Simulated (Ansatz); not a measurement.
NMR crystallography of ZnS with Ca replacing Zn: given against relaxed positions

Start: a supercell of ZnS (space group P6_3mc) built from a structure deposited in the COD, with all atoms left at the host's positions.

Space group P3m1 (No. 156); a = 7.6454, c = 12.5200 Å, γ = 120.00°.

| site | Wyckoff | site symmetry | x | y | z |
| --- | --- | --- | --- | --- | --- |
| Zn1 | 3d | .m. | 0.8333 | 0.6667 | 0.0000 |
| Zn3 | 1b | 3m. | 0.3333 | 0.6667 | 0.0000 |
| Zn5 | 3d | .m. | 0.8333 | 0.6667 | 0.5000 |
| Zn7 | 1b | 3m. | 0.3333 | 0.6667 | 0.5000 |
| Ca | 1a | 3m. | 0.0000 | 0.0000 | 0.2500 |
| Zn10 | 3d | .m. | 0.0000 | 0.5000 | 0.2500 |
| Zn13 | 3d | .m. | 0.1667 | 0.8333 | 0.7500 |
| Zn16 | 1c | 3m. | 0.6667 | 0.3333 | 0.7500 |
| S17 | 3d | .m. | 0.8333 | 0.6667 | 0.1875 |
| S19 | 1b | 3m. | 0.3333 | 0.6667 | 0.1875 |
| S21 | 3d | .m. | 0.8333 | 0.6667 | 0.6875 |
| S23 | 1b | 3m. | 0.3333 | 0.6667 | 0.6875 |
| S25 | 1a | 3m. | 0.0000 | 0.0000 | 0.4375 |
| S26 | 3d | .m. | 0.0000 | 0.5000 | 0.4375 |
| S29 | 3d | .m. | 0.1667 | 0.8333 | 0.9375 |
| S32 | 1c | 3m. | 0.6667 | 0.3333 | 0.9375 |

One atom of each set is listed.

Method: Kohn–Sham DFT in Ansatz, PBE, plane waves and PAW, scalar-relativistic, 420 eV cutoff, Γ-centred 3×3×2 k-points, Fermi–Dirac smearing 0.01 eV.

The largest force at the start is 3.2 eV/Å. Relaxing the ions at fixed cell moves them by 0.400 Å at most (atom 25, S) and 0.105 Å rms.

```csv
site,moved (Å),first shell before,first shell after,V_zz before (10²¹ V/m²),η before
Zn1,0.077,4 S at 2.34–2.35 Å,4 S at 2.31–2.34 Å,0.30,0.84
Zn5,0.093,4 S at 2.34–2.35 Å,4 S at 2.31–2.34 Å,0.13,0.92
Ca,0.167,4 S at 2.34–2.35 Å,4 S at 2.58 Å,-0.021,0.00
Zn10,0.035,4 S at 2.34–2.35 Å,4 S at 2.30–2.36 Å,-0.29,0.16
Zn16,0.014,4 S at 2.34–2.35 Å,4 S at 2.29–2.31 Å,-0.084,0.00
S17,0.184,"3 Zn at 2.34–2.35 Å, 1 Ca at 2.34 Å","3 Zn at 2.30–2.31 Å, 1 Ca at 2.58 Å",-9.54,0.01
S21,0.047,4 Zn at 2.34–2.35 Å,4 Zn at 2.31–2.34 Å,-0.21,0.96
S25,0.400,"3 Zn at 2.34 Å, 1 Ca at 2.35 Å","3 Zn at 2.31 Å, 1 Ca at 2.58 Å",-9.17,0.00
S26,0.022,4 Zn at 2.34–2.35 Å,4 Zn at 2.34–2.36 Å,0.22,0.33
S32,0.046,4 Zn at 2.34–2.35 Å,4 Zn at 2.29–2.32 Å,0.041,0.00
```

(1) How do the gradients change?

Results:

(1) 

```json
{"site": "Zn1", "V_zz after": "-0.57", "η after": "0.22", "change of V_zz": "–"}
{"site": "Zn5", "V_zz after": "-1.33", "η after": "0.17", "change of V_zz": "–"}
{"site": "Ca", "V_zz after": "-1.79", "η after": "0.00", "change of V_zz": "-1.77"}
{"site": "Zn10", "V_zz after": "1.41", "η after": "0.78", "change of V_zz": "–"}
{"site": "Zn16", "V_zz after": "-0.70", "η after": "0.00", "change of V_zz": "-0.61"}
{"site": "S17", "V_zz after": "-9.16", "η after": "0.03", "change of V_zz": "+0.38"}
{"site": "S21", "V_zz after": "-1.34", "η after": "0.21", "change of V_zz": "-1.13"}
{"site": "S25", "V_zz after": "-10.05", "η after": "0.00", "change of V_zz": "-0.88"}
{"site": "S26", "V_zz after": "0.81", "η after": "0.15", "change of V_zz": "+0.59"}
{"site": "S32", "V_zz after": "-1.01", "η after": "0.00", "change of V_zz": "-1.05"}
```

The largest change of V_zz along a kept axis is on Ca, from -0.021 to -1.79. Small gradients that grow severalfold: Zn10 (-0.29 to 1.41), S21 (-0.21 to -1.34), Zn5 (0.13 to -1.33), S32 (0.041 to -1.01). In per cent, |V_zz| changes by -4 to +10 on S (all sites that start above 0.5). Where |V_zz| stays above 0.1 and the axes keep their order, η moves most on S21, from 0.96 to 0.21. On S26, S29 (not all in the table) V_xx and V_yy change places (or their axes turn by over 50°), so the two values of η hide a larger change. V_zz changes sign on S32 (same axis), S29 (axis turned by 39°), Zn7 (same axis) (not all in the table). On Zn1, Zn10, Zn5, Zn13 (not all in the table) the largest principal value lies along another axis in the second run, so the two V_zz can't be compared directly. The table leaves out 6 of the 16 sites, with |V_zz| up to 0.33; their tensors move by 0.40 at most along any direction. The statements above cover all sites. The host's own positions weren't relaxed first, so part of the change far from the defect can be the host's relaxation.

The defect repeats with the cell of 32 atoms, so it feels its images: sites between two images don't show the values beside a lone defect, and zeros or small values of η there can come from the images' arrangement. S and Zn carry a gradient in the pure host already, so the values there aren't the defect's effect alone.
Before: The neighbours have not yet relaxed around the defect (largest force 3.2 eV/Å), so the values at and beside it are those of a strained start, not of the defect in a real crystal.
After: The relaxation keeps the site symmetry 3m of the start, so the impurity can move only along its axis; a start off the site could end lower.
